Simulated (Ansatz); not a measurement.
# Ni$_{2}$N: relaxation (Ansatz)

Run with:

```bash
ansatz run input.yaml --threads 2 --pin off --max-ram 3584MiB --backend cpu --events-out ev --progress --plain --runs-dir out
```

The input file (Ansatz 0.2.0, plane waves):

```yaml
crystal:
  lattice:
    - [0.0, 3.83438243, 0.0]
    - [3.83438243, 0.0, 0.0]
    - [1.91719071, 1.91719071, -3.65179241]
  atoms:
    - { symbol: Ni, position: [0.258, 0.258, 0.484], spin: 2, spin_axis: [0.78927, 0.48249, -0.3798] }
    - { symbol: Ni, position: [0.008, 0.508, 0.984], spin: 2, spin_axis: [0.72255, 0.02045, 0.69101] }
    - { symbol: Ni, position: [0.492, 0.992, 0.016], spin: 2, spin_axis: [-0.70812, -0.41843, -0.56876] }
    - { symbol: Ni, position: [0.742, 0.742, 0.516], spin: 2, spin_axis: [-0.13582, 0.79618, -0.58962] }
    - { symbol: "N", position: [0.0, 0.0, 0.0] }
    - { symbol: "N", position: [0.75, 0.25, 0.5] }
  symmetry: { tolerance: 0.0003 }
kpoints:
  mp_grid: { grid: [5, 5, 5], shift: [0, 0, 0] }
magnetization:
  noncollinear: true
  spin_orbit: false
scf:
  occupations: { method: fermi_dirac }
  lower_state_search: "off"
hamiltonian:
  pseudopotentials: { kind: paw }
  xc: pbe
basis:
  ecutwfc: 420
  fft_grid_basis: typed
relax:
  max_steps: 80
output:
  forces: true
  stress: true
  eigenvalues: true
  bader: true
  populations: true
  elf: true
  write_potential: true
  volumetric_format: npy
  dos:
    e_range: [-12, 8]
    de: 0.05
    projected: { site_lists: { "N": ["N"], Ni: [Ni] } }
    method: { smearing: { sigma: 0.1, scheme: gaussian } }
  write_density: true
checkpoint:
  read: saved_state
```

Origin of the cell: a known structure type with other elements, at an estimated volume, so it need not be a known compound.

The smearing width isn't typed, so it takes its default of 0.1 eV.

The saved state is a converged single point of the same cell.

Steps:

| step | ΔF (meV/atom) | max force component (eV/Å) | SCF iterations | step was |
| --- | --- | --- | --- | --- |
| 1 | 0.0 | 0.553 | 18 | accepted |
| 2 | -3.2 | 0.429 | 9 | accepted |
| 3 | -8.4 | 0.029 | 12 | accepted |
| 4 | -8.5 | 0.004 | 12 | accepted |

Step 1, with forces in eV/Å:

```xyz
6
Lattice="0.000 3.834 0.000 3.834 0.000 0.000 1.917 1.917 -3.652" Properties=species:S:1:pos:R:3:forces:R:3 pbc="T T T" step=1
Ni    1.917    1.917   -1.767    0.000    0.000    0.553
Ni    3.834    1.917   -3.593    0.000    0.000    0.553
Ni    3.834    1.917   -0.058    0.000    0.000   -0.553
Ni    3.834    3.834   -1.884    0.000    0.000   -0.553
N     0.000    0.000    0.000    0.000    0.000    0.000
N     1.917    3.834   -1.826    0.000    0.000    0.000
```

Step 2, with forces in eV/Å:

```xyz
6
Lattice="0.000 3.834 0.000 3.834 0.000 0.000 1.917 1.917 -3.652" Properties=species:S:1:pos:R:3:forces:R:3 pbc="T T T" step=2
Ni    1.917    1.917   -1.758    0.000    0.000    0.429
Ni    3.834    1.917   -3.583    0.000    0.000    0.429
Ni    3.834    1.917   -0.068    0.000    0.000   -0.429
Ni    3.834    3.834   -1.894    0.000    0.000   -0.429
N     0.000    0.000    0.000    0.000    0.000    0.000
N     1.917    3.834   -1.826    0.000    0.000    0.000
```

Step 3, with forces in eV/Å:

```xyz
6
Lattice="0.000 3.834 0.000 3.834 0.000 0.000 1.917 1.917 -3.652" Properties=species:S:1:pos:R:3:forces:R:3 pbc="T T T" step=3
Ni    1.917    1.917   -1.723    0.000    0.000    0.029
Ni    3.834    1.917   -3.549    0.000    0.000    0.027
Ni    3.834    1.917   -0.103    0.000    0.000   -0.028
Ni    3.834    3.834   -1.929    0.000    0.000   -0.028
N     0.000    0.000    0.000    0.000    0.000   -0.001
N     1.917    3.834   -1.826    0.000    0.000    0.001
```

Step 4, with forces in eV/Å:

```xyz
6
Lattice="0.000 3.834 0.000 3.834 0.000 0.000 1.917 1.917 -3.652" Properties=species:S:1:pos:R:3:forces:R:3 pbc="T T T" step=4
Ni    1.917    1.917   -1.720    0.000    0.000   -0.004
Ni    3.834    1.917   -3.546    0.000    0.000   -0.002
Ni    3.834    1.917   -0.106    0.000    0.000    0.003
Ni    3.834    3.834   -1.932    0.000    0.000    0.003
N     0.000    0.000    0.000    0.000    0.000    0.000
N     1.917    3.834   -1.826    0.000    0.000    0.000
```

| Item | Value |
| --- | --- |
| Free energy lowered by | 8.5 meV/atom |
| Final pressure | 11.08 GPa |
| Relaxation steps listed | 4 |
| Gap on the mesh | none (metal) |

Caveats: a starting moment was lost; the SCF threshold is looser than advised for a stress; the k mesh is coarse if the cell is a metal; the relaxation held the start's symmetry, so the end may be a saddle point; the run holds no moments, so a magnetic state may lie lower.

Time: 2.5 min on 2 threads of Intel(R) Xeon(R) 6975P-C (Granite Rapids), on a shared host, peak memory 0.82 GiB, from a saved density.
